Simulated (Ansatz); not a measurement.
Data sheet: WC (DFT)

WC:
```xyz
2
Lattice="0.0000 2.1827 2.1827 2.1827 0.0000 2.1827 2.1827 2.1827 0.0000" Properties=species:S:1:pos:R:3 pbc="T T T"
W      0.0000     0.0000     0.0000
C      2.1827     2.1827     2.1827
```

Space group Fm-3m (No. 225), rock salt; conventional cell a = 4.365 Å, b = 4.365 Å, c = 4.365 Å, α = 90.00°, β = 90.00°, γ = 90.00°.

Method: DFT-r²SCAN in the program Ansatz with PAW potentials. The cell and atoms are relaxed at this level. Other levels are named where they apply.

**Cell and energy**

| Quantity | Value |
|---|---|
| Volume per atom | 10.40 Å³ |
| Density | 15.64 g/cm³ |
| Formation energy from the elements (no fitted shifts) | 0.31 eV/atom |

**Electronic structure**

| Item | Result |
|---|---|
| Electronic character | metallic (no gap) |
| Density of states at the Fermi level | 0.52 states/eV per atom (mean over ±0.08 eV) |
| Gap with spin–orbit coupling | none (metallic) |
| Z2 indices of the occupied bands with spin–orbit coupling | 0;(000) |

**Mechanics**

| Item | Value |
|---|---|
| Bulk modulus (Birch–Murnaghan fit) | 382 GPa |
| Pressure derivative B′ | 4.3 |
| Elastic constants (relaxed ions, GPa) | C11 = 769, C12 = 189, C44 = 129 |
| Mechanical stability | stable (all eigenvalues of C positive) |
| Hill bulk and shear moduli | 382 and 180 GPa |
| Young's modulus | 467 GPa |
| Poisson's ratio | 0.30 |
| Debye temperature from the elastic constants | 517 K |

**Phonons**

| Quantity | Result |
|---|---|
| Highest zone-centre frequency | 372 cm⁻¹ |
| Zone-centre stability | no imaginary mode at Γ |

**Charges**

| Quantity | Result |
|---|---|
| Bader charges | W +1.73, C -1.73 e |

The first step of the workflow began from a Materials Project structure, measured or hypothetical; the Crystallography Open Database copy checked does not list it. It is not the phase usual at ambient conditions (space group No. 187). The cell was relaxed with r²SCAN under the symmetry of its start. No spin polarisation was allowed. Its formation energy is positive at this level, so the cell may be metastable or incomplete. As this level gives no gap, shear constants depend on the k-mesh and smearing (Fermi–Dirac, 0.1 eV here). As this level gives no gap, phonon frequencies hold no LO–TO term and depend on the k-mesh and smearing (Fermi–Dirac, 0.1 eV here). The references are the lowest solids computed at this level, not always the standard phases. Spin–orbit coupling is left out wherever it is not named.

Potentials: the earlier of the program's two PAW sets.
